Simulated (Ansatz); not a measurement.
Nuclear-site quantities of SrMg as the cell is scaled

```
Sr Mg
1.0
     3.90000    0.00000    0.00000
     0.00000    3.90000    0.00000
     0.00000    0.00000    3.90000
Sr Mg
1 1
Direct
  0.50000 0.50000 0.50000
  0.00000 0.00000 0.00000
```

Atoms are numbered in the order listed.

The cell is COD entry 9008822, as deposited and not checked against the literature; nothing was relaxed.

All numbers below come from DFT, LDA, all-electron PAW with datasets made for the crystal, scalar-relativistic (Ansatz 0.2.0).

Sampling and basis: a Γ-centred 9×9×9 k mesh, Fermi–Dirac smearing of 0.05 eV, cutoff 220 eV (chosen by the program for this cell), no spin polarisation.

The contact density is the mean electron density over the nuclear volume; its changes follow the s electrons' response to bonding and compression. Changes below are taken from the unscaled cell, where it is 399347 e/Å³ at Sr1, 7725.28 e/Å³ at Mg2.

The datasets are made afresh for each cell, so very small changes are uncertain.

Problem. Does compression raise or lower the contact density at Mg2?

Solution. It raises it, by 0.41 e/Å³ over the whole range.

Problem. Tabulate the changes with volume.

Solution. 
```tsv
V/V(cell)	P (GPa)	Δρ(0) Sr1 (e/Å³)	Δρ(0) Mg2 (e/Å³)
0.9400	5.8	1.39	0.23
0.9600	5.0	0.90	0.15
0.9800	4.2	0.43	0.07
0.9900	3.8	0.22	0.04
1.0000	3.4	0.00	0.00
1.0100	3.1	-0.20	-0.03
1.0200	2.8	-0.41	-0.07
1.0400	2.1	-0.78	-0.13
1.0600	1.6	-1.15	-0.18
```
